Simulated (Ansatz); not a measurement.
CuI:
```
CuI
1.0
    4.16147     0.00000     0.00000
   -2.08073     3.60394     0.00000
    0.00000     0.00000     9.51325
Cu I
3 3
Cartesian
  2.08013   0.00000   3.17108
 -1.04007   1.80145   6.34217
  1.04067   1.80249   0.00000
  2.08060   0.00000   7.92771
 -1.04030   1.80185   1.58554
  1.04043   1.80208   4.75663
```

x, y and z are the axes in which the lattice vectors are written.

Problem. Give the high-frequency dielectric tensor and the Born effective charge tensors of the independent atoms from DFPT, the program Ansatz at the PBEsol level (PAW).

Solution. 
ε∞:
```
8.09  0.00  0.00
0.00  8.09  0.00
0.00  0.00  9.44
```
Z* of atom 1 (Cu), rows: field, columns: displacement, in e:
```
0.78  0.00  0.00
0.00  1.24  0.00
0.00  0.00  1.28
```
Z* of atom 4 (I), rows: field, columns: displacement, in e:
```
-0.69   0.00   0.00
 0.00  -1.34   0.00
 0.00   0.00  -1.28
```

Space group P6_422. The start of the workflow was typed in or built on a structure type; neither database checked (COD, Materials Project) lists it. It is not the phase usual at ambient conditions (space group No. 216). The cell was relaxed with PBEsol under the symmetry of its start; its stability against distortions is not shown here. The workflow began spin-polarised and lost its moments. Spin–orbit coupling is left out wherever it is not named.

Potentials: the earlier of the program's two PAW sets. The files were generated under PBE; for other functionals the program regenerates the frozen cores, and for LDA and PBEsol the local potential too.
